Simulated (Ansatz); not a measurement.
LiSm: stable or not

It was reached by relaxing an invented guess, and it needn't be the stable form of this composition.

Theory: DFT PBE, scalar-relativistic, plane waves, PAW, and for the lanthanide a 4f-in-core norm-conserving potential, in Ansatz 0.2.0. The final run on the 4-atom cell used 690 eV, a Γ-centred 12×12×6 mesh, 0.10 eV smearing and no spin polarisation.

```cif
data_structure
_symmetry_space_group_name_H-M 'P4/nmm:1'
_symmetry_Int_Tables_number 129
_cell_length_a 3.6769
_cell_length_b 3.6769
_cell_length_c 7.9417
_cell_angle_alpha 90.000
_cell_angle_beta 90.000
_cell_angle_gamma 90.000
_cell_volume 107.37
loop_
_atom_site_label
_atom_site_type_symbol
_atom_site_symmetry_multiplicity
_atom_site_Wyckoff_symbol
_atom_site_fract_x
_atom_site_fract_y
_atom_site_fract_z
_atom_site_occupancy
Li1 Li 2 c 0.00000 0.50000 0.58473 1
Sm1 Sm 2 c 0.00000 0.50000 0.14828 1
```

The zero of energy is the elements' standard structures at the same level; no fitted shifts are applied.

**Question.** These tests were run: energy against the elements; random kick, then relaxation without symmetry; phonons on a 2×2×1 q mesh. What do they show?

**Answer.**

```
                                         test                         result
                  energy against the elements                  +0.06 eV/atom
random kick, then relaxation without symmetry                        returns
                    phonons on a 2×2×1 q mesh  no imaginary mode on the mesh
```

It fails one test: energy against the elements. It may still be a metastable minimum.

The kick test ran on a coarse mesh. The run for the phonons used a 12×12×6 k mesh and Fermi–Dirac smearing of 0.15 eV.

The lanthanide is trivalent by construction, without f bands, f moments or other valences. The reference runs of the other elements, and any phases without the lanthanide, used 420 eV, which shifts energies against them by under 10 meV/atom. The lanthanide's reference is the lowest of its hcp, dhcp and fcc cells.
